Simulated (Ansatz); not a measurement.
CdSe:
```
CdSe
1.0
    0.00000     3.00373     3.00373
    3.00373     0.00000     3.00373
    3.00373     3.00373     0.00000
Se Cd
1 1
Cartesian
  4.50559   4.50559   4.50559
  0.00000   0.00000   0.00000
```

Tensor components refer to the Cartesian frame of this cell.

**Question.** Give the proper piezoelectric stress tensor with relaxed ions from LDA in the plane-wave PAW code Ansatz.

**Answer.** In C/m², rows x, y, z, Voigt columns; mesh uncertainty up to 0.01.
```
 0.00   0.00   0.00  -0.16   0.00   0.00
 0.00   0.00   0.00   0.00  -0.16   0.00
 0.00   0.00   0.00   0.00   0.00  -0.16
```

The elastic tensor of the same run (GPa):

|  | 1 | 2 | 3 | 4 | 5 | 6 |
|---|---|---|---|---|---|---|
| 1 | 70.4 | 51.8 | 51.8 | 0.0 | 0.0 | 0.0 |
| 2 | 51.8 | 70.4 | 51.8 | 0.0 | 0.0 | 0.0 |
| 3 | 51.8 | 51.8 | 70.4 | 0.0 | 0.0 | 0.0 |
| 4 | 0.0 | 0.0 | 0.0 | 24.1 | 0.0 | 0.0 |
| 5 | 0.0 | 0.0 | 0.0 | 0.0 | 24.1 | 0.0 |
| 6 | 0.0 | 0.0 | 0.0 | 0.0 | 0.0 | 24.1 |

**Question.** Convert to strain constants d = e·S.

**Answer.** In pC/N:
```
 0.0   0.0   0.0  -6.5   0.0   0.0
 0.0   0.0   0.0   0.0  -6.5   0.0
 0.0   0.0   0.0   0.0   0.0  -6.5
```

Space group F-43m (zinc blende). Symmetry was held in the LDA relaxation; phonons on a q-mesh show no instability.

Potentials: the later of the program's two PAW sets.
